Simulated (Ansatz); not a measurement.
TePb (rock salt, Fm-3m), r²SCAN (plane waves, PAW; program Ansatz). The conduction-band minimum lies at L, with 4 equivalent valleys. Second derivatives d²E/dk² of the lowest band at one valley (eV·Å²), along Cartesian directions:

```tsv
direction	d²E/dk²
[100]	50.03
[010]	50.03
[001]	50.03
[110]	36.39
[101]	64.99
[011]	64.99
```

Find the principal effective masses, the density-of-states mass and the conductivity mass.

Off-diagonal terms follow from H_xy = H[110] − (H_xx + H_yy)/2, and m*/mₑ = 7.620 eV·Å² over each eigenvalue: 0.12, 0.12, 0.36. One valley's DOS mass (m₁m₂m₃)^(1/3) = 0.17, conductivity mass 3/(Σ 1/mᵢ) = 0.15 mₑ.

What effective density of states Nc follows at 300 K for parabolic valleys?

Nc = 2.509e19 × 4 × (0.17)^(3/2) ≈ 7.0e18 cm⁻³.

The r²SCAN relaxation kept the symmetry of its start. Scalar-relativistic: spin–orbit coupling is off unless named, which matters more the heavier the elements.

Potentials: the earlier of the program's two PAW sets.

Edges and masses are those of Kohn–Sham bands, whose gap is no quasiparticle gap.
